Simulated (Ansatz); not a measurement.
## Sensitivity of the gradients in CdS with Na replacing Cd to the input

This input was run with Ansatz:

```yaml
crystal:
  lattice:
    - [0.0, 8.7495, 8.7495]
    - [8.7495, 0.0, 8.7495]
    - [8.7495, 8.7495, 0.0]
  atoms:
    - { symbol: Na, position: [0.0, 0.0, 0.0] }
    - { symbol: Cd, position: [0.0, 0.0, 0.3333333333] }
    - { symbol: Cd, position: [0.0, 0.0, 0.6666666667] }
    - { symbol: Cd, position: [0.0, 0.3333333333, 0.0] }
    - { symbol: Cd, position: [0.0, 0.3333333333, 0.3333333333] }
    - { symbol: Cd, position: [0.0, 0.3333333333, 0.6666666667] }
    - { symbol: Cd, position: [0.0, 0.6666666667, 0.0] }
    - { symbol: Cd, position: [0.0, 0.6666666667, 0.3333333333] }
    - { symbol: Cd, position: [0.0, 0.6666666667, 0.6666666667] }
    - { symbol: Cd, position: [0.3333333333, 0.0, 0.0] }
    - { symbol: Cd, position: [0.3333333333, 0.0, 0.3333333333] }
    - { symbol: Cd, position: [0.3333333333, 0.0, 0.6666666667] }
    - { symbol: Cd, position: [0.3333333333, 0.3333333333, 0.0] }
    - { symbol: Cd, position: [0.3333333333, 0.3333333333, 0.3333333333] }
    - { symbol: Cd, position: [0.3333333333, 0.3333333333, 0.6666666667] }
    - { symbol: Cd, position: [0.3333333333, 0.6666666667, 0.0] }
    - { symbol: Cd, position: [0.3333333333, 0.6666666667, 0.3333333333] }
    - { symbol: Cd, position: [0.3333333333, 0.6666666667, 0.6666666667] }
    - { symbol: Cd, position: [0.6666666667, 0.0, 0.0] }
    - { symbol: Cd, position: [0.6666666667, 0.0, 0.3333333333] }
    - { symbol: Cd, position: [0.6666666667, 0.0, 0.6666666667] }
    - { symbol: Cd, position: [0.6666666667, 0.3333333333, 0.0] }
    - { symbol: Cd, position: [0.6666666667, 0.3333333333, 0.3333333333] }
    - { symbol: Cd, position: [0.6666666667, 0.3333333333, 0.6666666667] }
    - { symbol: Cd, position: [0.6666666667, 0.6666666667, 0.0] }
    - { symbol: Cd, position: [0.6666666667, 0.6666666667, 0.3333333333] }
    - { symbol: Cd, position: [0.6666666667, 0.6666666667, 0.6666666667] }
    - { symbol: S, position: [0.0833333333, 0.0833333333, 0.0833333333] }
    - { symbol: S, position: [0.0833333333, 0.0833333333, 0.4166666667] }
    - { symbol: S, position: [0.0833333333, 0.0833333333, 0.75] }
    - { symbol: S, position: [0.0833333333, 0.4166666667, 0.0833333333] }
    - { symbol: S, position: [0.0833333333, 0.4166666667, 0.4166666667] }
    - { symbol: S, position: [0.0833333333, 0.4166666667, 0.75] }
    - { symbol: S, position: [0.0833333333, 0.75, 0.0833333333] }
    - { symbol: S, position: [0.0833333333, 0.75, 0.4166666667] }
    - { symbol: S, position: [0.0833333333, 0.75, 0.75] }
    - { symbol: S, position: [0.4166666667, 0.0833333333, 0.0833333333] }
    - { symbol: S, position: [0.4166666667, 0.0833333333, 0.4166666667] }
    - { symbol: S, position: [0.4166666667, 0.0833333333, 0.75] }
    - { symbol: S, position: [0.4166666667, 0.4166666667, 0.0833333333] }
    - { symbol: S, position: [0.4166666667, 0.4166666667, 0.4166666667] }
    - { symbol: S, position: [0.4166666667, 0.4166666667, 0.75] }
    - { symbol: S, position: [0.4166666667, 0.75, 0.0833333333] }
    - { symbol: S, position: [0.4166666667, 0.75, 0.4166666667] }
    - { symbol: S, position: [0.4166666667, 0.75, 0.75] }
    - { symbol: S, position: [0.75, 0.0833333333, 0.0833333333] }
    - { symbol: S, position: [0.75, 0.0833333333, 0.4166666667] }
    - { symbol: S, position: [0.75, 0.0833333333, 0.75] }
    - { symbol: S, position: [0.75, 0.4166666667, 0.0833333333] }
    - { symbol: S, position: [0.75, 0.4166666667, 0.4166666667] }
    - { symbol: S, position: [0.75, 0.4166666667, 0.75] }
    - { symbol: S, position: [0.75, 0.75, 0.0833333333] }
    - { symbol: S, position: [0.75, 0.75, 0.4166666667] }
    - { symbol: S, position: [0.75, 0.75, 0.75] }
total_charge: -1
kpoints:
  mp_grid: { grid: [2, 2, 2], shift: [0.5, 0.5, 0.5] }
scf:
  occupations: { method: fermi_dirac, width: 0.01 }
  lower_state_search: standard
hamiltonian:
  xc: pbe
  pseudopotentials: { kind: paw }
output:
  forces: true
  stress: true
  populations: true
  efg:
    quadrupole_moments_barn: { Na: 0.104, S: -0.0694 }
    contact_densities: true
```

It converged. Of its output the block on the nuclei alone is shown, without the SCF iterations, energies, forces and stress (one atom of each set, the first 14 sets):

```
--- PAW observables at the nuclei: V_zz in 10²¹ V/m², potentials from the cell's mean, atoms counted from 1 ---
  atom   1  Na V_zz =    +0.002974   η = 0.0000   by run symmetry: allowed   C_q = +0.0075 MHz
            electrostatic potential = -981.273452 V   contact ρ = 5905.824221 e/Å³
  atom   2  Cd V_zz =    -1.796321   η = 0.3968   by run symmetry: allowed
            electrostatic potential = -7704.043378 V   contact ρ = 1035903.413455 e/Å³
  atom   3  Cd V_zz =    -1.724491   η = 0.4465   by run symmetry: allowed
            electrostatic potential = -7704.042772 V   contact ρ = 1035903.430390 e/Å³
  atom   5  Cd V_zz =    +0.415204   η = 0.1386   by run symmetry: allowed
            electrostatic potential = -7703.880174 V   contact ρ = 1035903.016082 e/Å³
  atom   6  Cd V_zz =    -1.784041   η = 0.4477   by run symmetry: allowed
            electrostatic potential = -7704.042698 V   contact ρ = 1035903.430917 e/Å³
  atom   9  Cd V_zz =    +0.312792   η = 0.1881   by run symmetry: allowed
            electrostatic potential = -7703.871534 V   contact ρ = 1035903.565078 e/Å³
  atom  14  Cd V_zz =    +0.464304   η = 0.0000   by run symmetry: allowed
            electrostatic potential = -7703.879620 V   contact ρ = 1035903.007875 e/Å³
  atom  15  Cd V_zz =    -0.279417   η = 0.8028   by run symmetry: allowed
            electrostatic potential = -7703.826149 V   contact ρ = 1035903.165260 e/Å³
  atom  18  Cd V_zz =    -0.240676   η = 0.7174   by run symmetry: allowed
            electrostatic potential = -7703.826040 V   contact ρ = 1035903.169325 e/Å³
  atom  27  Cd V_zz =    +0.363798   η = 0.0000   by run symmetry: allowed
            electrostatic potential = -7703.871068 V   contact ρ = 1035903.552624 e/Å³
  atom  28  S  V_zz =    -8.228257   η = 0.0000   by run symmetry: allowed   C_q = +13.8077 MHz
            electrostatic potential = -1634.178163 V   contact ρ = 19766.320516 e/Å³
  atom  29  S  V_zz =    -1.018184   η = 0.2088   by run symmetry: allowed   C_q = +1.7086 MHz
            electrostatic potential = -1633.465604 V   contact ρ = 19766.466701 e/Å³
  atom  30  S  V_zz =    -8.341306   η = 0.0159   by run symmetry: allowed   C_q = +13.9974 MHz
            electrostatic potential = -1634.175475 V   contact ρ = 19766.335245 e/Å³
  atom  32  S  V_zz =    -1.086749   η = 0.3099   by run symmetry: allowed   C_q = +1.8237 MHz
            electrostatic potential = -1633.464116 V   contact ρ = 19766.472317 e/Å³
```

(1) Can these gradients be trusted, and how do they compare with a run on standard settings?

## Answers

(1) As results of these settings, within the limits told below. Against the standard input the change is `kpoints.mp_grid.shift`: not typed → [0.5, 0.5, 0.5]; `scf.lower_state_search`: not typed → standard. A site carries the number of its first atom; V_zz in 10²¹ V/m².

```tsv
site	V_zz standard	η standard	V_zz here	η here
Na	0.00	–	<0.005	–
Cd2	-1.77	0.43	-1.80	0.40
Cd3	-1.77	0.43	-1.72	0.45
Cd9	0.33	0.00	0.31	0.19
S28	-8.29	0.00	-8.23	0.00
S30	-8.29	0.00	-8.34	0.02
S33	0.52	0.14	0.48	0.27
S36	0.52	0.14	0.51	0.35
S45	0.52	0.14	0.61	0.13
S41	-0.053	0.00	0.042	0.00
S42	-0.053	0.00	0.12	0.64
S54	0.00	–	0.095	0.00
```

The largest change of V_zz along a kept axis is on S41, from -0.053 to 0.042. In per cent, |V_zz| changes by -3 to +1 on Cd, -8 to +17 on S (all sites that start above 0.5). Where |V_zz| stays above 0.1 and the axes keep their order, η moves most on S36, from 0.14 to 0.35. V_zz changes sign on S41 (same axis). On S42 the largest principal value lies along another axis in the second run, so the two V_zz can't be compared directly. The table leaves out 8 of the 20 sites, with |V_zz| up to 1.79; their tensors move by 0.10 at most along any direction. The statements above cover all sites. Symmetry makes η zero on Cd9, S30, S42; the changed mesh lacks the crystal's symmetry, and the η that it gives there is an artefact. SCF iterations: 8 and 8. New warnings: symmetry narrowed by mesh.

On the reference run: The defect repeats with the cell of 54 atoms, so it feels its images: sites between two images don't show the values beside a lone defect, and zeros or small values of η there can come from the images' arrangement. A uniform background compensates the cell's charge. Without spin–orbit coupling (the program notes it for Cd) the gradients can shift somewhat, as the gap is small. The neighbours have not yet relaxed around the defect (largest force 0.60 eV/Å), so a real crystal will differ.
